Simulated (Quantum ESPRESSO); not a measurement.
## RuHf4Mo2Os (one composition in several site orders)

Simulated, not a measurement. The program is pw.x of Quantum ESPRESSO 7.5 (plane-wave density functional theory). The cell is made up: eight metal atoms on a face-centred cubic lattice, with elements, volume, strain and displacements drawn at random and not relaxed, so it may be unstable or far from any real phase. PseudoDojo standard norm-conserving files set the functional (PBE unless stated); there is no spin polarisation or spin-orbit coupling, the Fermi-Dirac width of 0.25 eV means electrons at about 2900 K, and the masses in the input are unused placeholders. Heavy elements are run without spin-orbit coupling, which real alloys of them have. A spin test at this wide smearing found no moment, but such smearing suppresses magnetism that the real alloy may have.

The runs put one composition on the sites in different orders. Cell, positions, cutoff, mesh and smearing stay as in the input of run 1; sites are counted in its order. Stress in the tables is positive in tension.

Input of run 1:

```
&control calculation='scf', pseudo_dir='./dojo.nc.sr.pbe.v0_5.standard.upf', outdir='./o', disk_io='medium', tprnfor=.true., tstress=.true. /
&system ibrav=0, nat=8, ntyp=4, nbnd=72, ecutwfc=84.00895049, nosym=.true., tot_charge=0,
 occupations='smearing', smearing='fd', degauss=0.0183746611
/
&electrons conv_thr=1.470e-08, electron_maxstep=70, mixing_beta=0.5 /
ATOMIC_SPECIES
Hf 1.0 Hf.upf
Mo 1.0 Mo.upf
Os 1.0 Os.upf
Ru 1.0 Ru.upf
CELL_PARAMETERS angstrom
-2.1728 -4.1052 -2.1246
-4.0889 1.9851 2.0029
-0.004 4.0088 -4.0523
ATOMIC_POSITIONS angstrom
Ru -0.0198 -0.0302 -0.011
Hf 0.1305 2.0402 -2.0682
Hf -1.8776 2.0358 -0.1125
Mo -1.9961 4.011 -2.0729
Mo -2.0859 -0.187 -2.0723
Hf -2.1306 2.0367 -3.9537
Hf -4.1224 -0.088 -0.1214
Os -4.2002 1.9756 -2.2262
K_POINTS automatic
5 5 4 1 1 1
```

| run | elements on sites 1 to 8 | free energy less that of run 1 (eV) | -TS (eV) | pressure (GPa) | stress xx (GPa) | stress yy (GPa) | stress zz (GPa) | stress yz (GPa) | stress xz (GPa) | stress xy (GPa) | iterations |
| --- | --- | --- | --- | --- | --- | --- | --- | --- | --- | --- | --- |
| 1 | Ru Hf Hf Mo Mo Hf Hf Os | 0.000 | -1.870 | 12.91 | -18.04 | -9.74 | -10.96 | -1.07 | -0.67 | 4.03 | 17 |
| 2 | Hf Hf Mo Mo Ru Hf Hf Os | 0.113 | -1.861 | 13.29 | -15.77 | -11.54 | -12.57 | 0.11 | 0.38 | 0.57 | 17 |
| 3 | Hf Hf Ru Mo Mo Os Hf Hf | 0.341 | -1.932 | 13.08 | -10.42 | -12.94 | -15.86 | 6.05 | -1.16 | -1.94 | 15 |
| 4 | Hf Mo Hf Mo Ru Hf Os Hf | -0.091 | -1.845 | 12.02 | -18.14 | -8.05 | -9.88 | -0.81 | -0.27 | 3.09 | 18 |
| 5 | Os Hf Hf Mo Mo Ru Hf Hf | 0.159 | -1.889 | 12.53 | -10.74 | -14.37 | -12.48 | 1.43 | 0.64 | 0.38 | 17 |
| 6 | Hf Hf Hf Ru Os Mo Mo Hf | 0.023 | -1.891 | 12.05 | -14.95 | -9.62 | -11.60 | 2.65 | 0.24 | 1.33 | 18 |

Forces Fx Fy Fz (eV/Å):

| site | run 1 | run 2 | run 3 | run 4 | run 5 | run 6 |
| --- | --- | --- | --- | --- | --- | --- |
| 1 | 0.62 0.40 0.12 | 0.54 1.09 -0.55 | -0.96 0.84 -1.02 | 0.99 -0.29 -1.94 | 0.16 0.06 -0.46 | 0.16 -0.38 -1.06 |
| 2 | -0.23 -0.64 -1.36 | -0.15 -1.08 -0.26 | -1.33 -2.18 -0.33 | -0.08 -0.31 0.37 | -1.75 -1.02 -1.14 | -0.93 -0.67 -0.26 |
| 3 | -1.19 -2.06 -0.55 | -0.82 -0.63 -0.91 | -0.39 -0.18 0.69 | -1.69 0.17 -0.47 | -0.34 -1.70 0.81 | -1.17 -0.38 0.29 |
| 4 | -0.17 1.31 0.37 | -0.09 0.85 1.26 | 0.90 0.16 -0.21 | 0.03 0.09 0.63 | 0.79 0.66 -1.12 | 0.22 0.22 0.05 |
| 5 | 0.34 1.87 -0.32 | -0.10 0.45 -0.15 | -0.62 0.64 -0.21 | 0.43 0.49 -0.11 | 0.62 1.29 0.21 | 0.33 0.52 -0.39 |
| 6 | 1.37 -2.06 -0.22 | -0.02 -2.43 -0.25 | 0.04 -0.60 -1.04 | 0.47 -0.54 -0.74 | 0.48 -0.30 -0.14 | -0.07 -0.39 -0.33 |
| 7 | -0.89 1.57 1.29 | 0.29 1.59 -0.19 | 1.13 0.77 0.04 | -0.54 0.73 -0.13 | -0.11 0.77 1.60 | 0.15 1.08 0.32 |
| 8 | 0.16 -0.40 0.67 | 0.36 0.16 1.05 | 1.24 0.56 2.08 | 0.40 -0.33 2.40 | 0.14 0.24 0.25 | 1.31 0.00 1.39 |

The sites are displaced and not relaxed, so the energy differences hold strain from misfit and are not ordering energies. A rerun of one cell of this series at a higher cutoff and on a denser mesh moved values by no more than 0.004 eV in energy, 0.05 GPa in stress and 0.008 eV/Å in force, and a second program with other atomic files agreed on that cell to 2 % rms in force and 0.5 GPa in pressure.